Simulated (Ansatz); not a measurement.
TiN (rock salt, space group No. 225) under volume change, r²SCAN (plane waves, PAW; program Ansatz), scaled uniformly.

```json
[
 {"V (Å³/atom)": "8.629", "E − E(relaxed) (meV/atom)": "83.4", "P (GPa)": "33.96"},
 {"V (Å³/atom)": "8.913", "E − E(relaxed) (meV/atom)": "35.0", "P (GPa)": "20.82"},
 {"V (Å³/atom)": "9.198", "E − E(relaxed) (meV/atom)": "___", "P (GPa)": "___"},
 {"V (Å³/atom)": "9.482", "E − E(relaxed) (meV/atom)": "0.0", "P (GPa)": "0.00"},
 {"V (Å³/atom)": "9.766", "E − E(relaxed) (meV/atom)": "7.5", "P (GPa)": "-8.22"},
 {"V (Å³/atom)": "10.051", "E − E(relaxed) (meV/atom)": "___", "P (GPa)": "___"},
 {"V (Å³/atom)": "10.335", "E − E(relaxed) (meV/atom)": "61.0", "P (GPa)": "-21.25"}
]
```

Some entries are withheld; supply them.


- 9.198, E − E(relaxed) (meV/atom): 8.3
- 9.198, P (GPa): 9.60
- 10.051, E − E(relaxed) (meV/atom): 28.5
- 10.051, P (GPa): -15.24

What does a third-order Birch–Murnaghan fit give for V₀, B₀ and B′?

V₀ = 9.48 Å³/atom, B₀ = 295 GPa, B′ = 4.2.

Space group Fm-3m (rock salt). The r²SCAN relaxation kept the symmetry of its start; of distortions, only those at the zone centre were tested. The run is not spin-polarised.

Potentials: the earlier of the program's two PAW sets.
